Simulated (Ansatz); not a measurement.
CdSe (wurtzite)

```
CELL_PARAMETERS angstrom
      4.33999     0.00000     0.00000
     -2.17000     3.75854     0.00000
      0.00000     0.00000     7.07803
ATOMIC_POSITIONS crystal
  Cd 0.66667 0.33333 0.00056
  Cd 0.33333 0.66667 0.50056
  Se 0.66667 0.33333 0.62464
  Se 0.33333 0.66667 0.12464
```

Two coordinates are scanned: the volume, and the ratio of the stretch along z (the conventional c axis) to the stretch across it. Atoms keep their fractional coordinates.

All values below come from r2SCAN (plane waves to 500 eV, PAW, scalar-relativistic; Ansatz, a quantum-chemistry and plane-wave program). k mesh 9×9×5 (Γ-centred), Fermi-Dirac smearing 0.05 eV. Compression counts positive. As the atoms are clamped, bonds stretch with the cell, which overstates energies and stresses. CdSe was relaxed with its symmetry unable to fall.

At one point of the scan the stress tensor (GPa) is:

```
  -0.08     0.00     0.00
   0.00    -0.08     0.00
   0.00     0.00     2.53
```

### Question
Which point is it?
A. V/V₀ = 0.987, (c/a)/(c/a)₀ = 0.920
B. V/V₀ = 0.987, (c/a)/(c/a)₀ = 0.947
C. V/V₀ = 1.040, (c/a)/(c/a)₀ = 0.920
D. V/V₀ = 0.987, (c/a)/(c/a)₀ = 0.973

### Answer
D, V/V₀ = 0.987, (c/a)/(c/a)₀ = 0.973

(A scan under strain: stresses follow from slopes of the energy per volume, elastic moduli from its curvatures.)
